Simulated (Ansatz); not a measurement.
RuAu: input and output

The input, for Ansatz 0.2.0 (plane waves, PAW):

```yaml
crystal:
  lattice:
    - [5.78014, 0.0, 0.0]
    - [0.0, 3.47988, 0.0]
    - [0.0, 0.0, 6.256986]
  atoms:
    - { symbol: Ru, position: [0.19, 0.25, 0.575] }
    - { symbol: Ru, position: [0.31, 0.75, 0.075] }
    - { symbol: Ru, position: [0.69, 0.25, 0.925] }
    - { symbol: Ru, position: [0.81, 0.75, 0.425] }
    - { symbol: Au, position: [0.005, 0.25, 0.188] }
    - { symbol: Au, position: [0.495, 0.75, 0.688] }
    - { symbol: Au, position: [0.505, 0.25, 0.312] }
    - { symbol: Au, position: [0.995, 0.75, 0.812] }
  symmetry: { tolerance: 0.0003 }
kpoints:
  mp_grid: { grid: [6, 10, 6], shift: [0, 0, 0] }
  band_path:
    path:
      - [0.0, 0.0, 0.0]
      - [0.5, 0.0, 0.0]
      - [0.5, 0.5, 0.0]
      - [0.0, 0.5, 0.0]
      - [0.0, 0.0, 0.0]
      - [0.0, 0.0, 0.5]
      - [0.5, 0.0, 0.5]
      - [0.5, 0.5, 0.5]
      - [0.0, 0.5, 0.5]
      - [0.0, 0.0, 0.5]
      - [0.5, 0.0, 0.0]
    npoints: 7
magnetization:
  spin_polarized: false
scf:
  occupations: { method: gaussian, width: 0.0582 }
  lower_state_search: "off"
  max_iter: 200
hamiltonian:
  pseudopotentials: { kind: paw }
  xc: pbe
basis:
  ecutwfc: 420
  fft_grid_basis: typed
output:
  forces: true
  stress: true
  eigenvalues: true
  bader: true
  populations: true
  elf: true
  write_potential: true
  volumetric_format: npy
  dos:
    e_range: [-12, 8]
    de: 0.05
    projected: { site_lists: { Au: [Au], Ru: [Ru] } }
checkpoint:
  read: saved_state
```

Command:

```sh
ansatz run input.yaml --threads 1 --pin off --max-ram 2560MiB --backend cpu --events-out ev --progress --plain --runs-dir out
```

The run starts from an earlier solution of this cell. 

Parts of the output:

```
Pseudopotentials: kind: paw
Pseudopotential: Ru, paw, valence charge 16, recommended cutoff 420 eV (normal), Ru.paw.azcp
Pseudopotential: Au, paw, valence charge 19, recommended cutoff 420 eV (normal), Au.paw.azcp
Functional definition: PBE
  exchange = pbe_x(kappa = kappa, mu = beta*pi^2/3)
  correlation = pbe_c(beta = beta)
Crystal: 8 atoms, lattice volume = 125.854 Å³
Basis set: ecut = 420 eV, 2453 PW (Γ), exchange–correlation on 80×48×90 points (8 copies of the dense FFT grid, shifted against one another)
Bands: 84, of which v1, the nominal top of the filled ones, is band 70 counted from 1 (69 counted from 0)
Symmetry: 8 space group operations
Space group: Pnma (ITA 62), of the structure as read, at distance tolerance 1.5e-3 Å
k-points: 96 of 360
Initial density: read from a saved state, or passed on in memory by an earlier SCF of this step, an earlier step, the calling program or the single point that the run made first
Functional: x = pbe(κ = 0.804, μ = 0.2195), c = pbe(β = 0.0667)
SCF iter   1: F=—  Δρ=2.96e-3  dr2=3.11e-3
SCF iter   2: F=—  Δρ=1.38e-3  dr2=6.60e-4
SCF iter   3: F=—  Δρ=2.55e-4  dr2=4.35e-5
SCF iter   4: F=—  Δρ=4.99e-5  dr2=3.57e-6
SCF iter   5: F=—  Δρ=1.52e-5  dr2=1.82e-7
SCF iter   6: F=-76102.3691 eV  Δρ=3.83e-6  dr2=1.31e-8
Free energy (F): -76102.3691 eV
Harris-Foulkes:  -76102.3691 eV  (|F-HF|=2.18e-10)
Internal energy: -76102.3468 eV  (E = F + TS)
E sigma→0 (E₀):  -76102.3579 eV
Entropy (-TS):   -0.0223 eV (-2.788 meV/atom)
Fermi energy:    21.2755 eV
--- Per-component energies (eV) ---
  E_band       = -1160.6073
  E_kinetic    = 4499.0423
  E_local      = -12827.3669  (includes V_loc(G=0)·N_el)
  E_nonlocal   = 1671.8358
  E_hartree    = 4947.7880
  E_xc         = -1680.4908
  E_vxc        = -2066.4066  (∫ρ·V_xc dr)
  E_paw        = -52669.9446  (= ΣΔE_a)
  E_vpaw       = -2333.2959  (= ΣTr[D̂ρ^β])
  E_aug_tail   = 0.0050  (compensation charges beyond the density's cutoff)
  E_ewald      = -20043.2157
  E_smearing   = -0.0223  (= −TS)
--- Forces (eV/Å), atoms counted from 1 ---
  atom   1  Ru    -2.5863     0.0000    -0.5938
  atom   2  Ru     2.5863     0.0000    -0.5938
  atom   3  Ru    -2.5863     0.0000     0.5938
  atom   4  Ru     2.5863     0.0000     0.5938
  atom   5  Au     0.7611     0.0000     0.2693
  atom   6  Au    -0.7611     0.0000     0.2693
  atom   7  Au     0.7611     0.0000    -0.2693
  atom   8  Au    -0.7611     0.0000    -0.2693
--- Stress (GPa, compression-positive) ---
       33.9398       0.0000       0.0000
        0.0000      22.3777       0.0000
        0.0000       0.0000      28.9543
  P = ⅓ Tr σ = 28.4240 GPa (284.240 kbar)
--- Bader charges: 8 sites ---
  site symbol  charge [e]  shift [e]
     0     Ru      0.3182     0.0001
     1     Ru      0.3182     0.0001
     2     Ru      0.3182     0.0001
     3     Ru      0.3182     0.0001
     4     Au     -0.3182     0.0001
     5     Au     -0.3182     0.0001
     6     Au     -0.3182     0.0001
     7     Au     -0.3182     0.0001
```

Origin: a known structure type with other elements, at an estimated volume, so it need not be a known compound. Caveats: many states at the Fermi level without spin polarisation, so a magnetic state may lie lower; atoms or cell far from equilibrium.

It took 2.9 min on 1 thread of Arm Neoverse V1, on a shared host, peak memory 0.89 GiB, starting from a saved density.
